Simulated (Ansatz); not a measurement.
Here is the system:

BW:
```cif
data_B2W2
_chemical_formula_sum 'B2 W2'
_space_group_name_H-M_alt 'P 1'
_space_group_IT_number 1
_cell_length_a 4.51341
_cell_length_b 4.51341
_cell_length_c 3.09555
_cell_angle_alpha 90.000
_cell_angle_beta 90.000
_cell_angle_gamma 138.991
loop_
_space_group_symop_operation_xyz
  'x, y, z'
loop_
_atom_site_label
_atom_site_type_symbol
_atom_site_fract_x
_atom_site_fract_y
_atom_site_fract_z
_atom_site_occupancy
B1 B 0.56125 0.43875 0.75000 1
B2 B 0.43875 0.56125 0.25000 1
W1 W 0.85535 0.14465 0.75000 1
W2 W 0.14465 0.85535 0.25000 1
```

This is the r²SCAN-relaxed structure.

Problem. All from plane-wave PAW r²SCAN (Ansatz code), unless another level is named. Estimate the electronic character.

Solution. metallic (no gap).

Problem. What about the density of states at the Fermi level?

Solution. 0.39 states/eV per atom (mean over ±0.08 eV).

Problem. What about the formation energy from the elements (no fitted shifts)?

Solution. -35 kJ/mol-atom.

Space group Cmcm. The workflow started from a Materials Project entry (that database holds measured and hypothetical structures alike); the Crystallography Open Database copy checked does not list it. COD files the formula under space group No. 141. Whether it is the stable phase at ambient conditions was not checked. The cell was relaxed with r²SCAN under the symmetry of its start; its stability against distortions is not shown here. The run is not spin-polarised. The references are the lowest solids computed at this level, not always the standard phases. Scalar-relativistic: spin–orbit coupling is off unless named, which matters more the heavier the elements.

Potentials: the later of the program's two PAW sets.
